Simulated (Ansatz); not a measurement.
HfO2:
```xyz
6
Lattice="3.6043 0.0000 0.0000 0.0000 3.6043 0.0000 0.0000 0.0000 5.2646" Properties=species:S:1:pos:R:3 pbc="T T T"
Hf     0.0000     0.0000     0.0000
Hf     1.8022     1.8022     2.6323
O      0.0000     1.8022     1.0175
O      0.0000     1.8022     3.6497
O      1.8022     0.0000     1.6148
O      1.8022     0.0000     4.2471
```

Relaxed with PBE.

### Question
Decompose the optical modes at the zone centre into irreducible representations, and say which are infrared and Raman allowed.

### Answer
Point group 4/mmm: Γ_opt = A1g + A2u + 2B1g + B2u + 3Eg + 2Eu. Infrared: A2u, Eu. Raman: A1g, B1g, Eg.

### Question
Assign frequencies (DFPT, PBE (plane waves, PAW; program Ansatz); without the LO–TO term).

### Answer
Eu 24, Eg 93, B1g 208, A2u 305, A1g 310, Eg 417, Eu 449, B1g 573, B2u 627, Eg 648 cm⁻¹.

Subscripts of B labels follow the axes of the standard setting.

Space group P4_2/nmc. This is a known high-temperature phase of the composition, computed here at zero pressure and temperature. Symmetry was held in the PBE relaxation; phonons on a q-mesh show weakly imaginary modes. No spin polarisation was allowed. Scalar-relativistic: spin–orbit coupling is off unless named, which matters more the heavier the elements.

Potentials: the later of the program's two PAW sets.
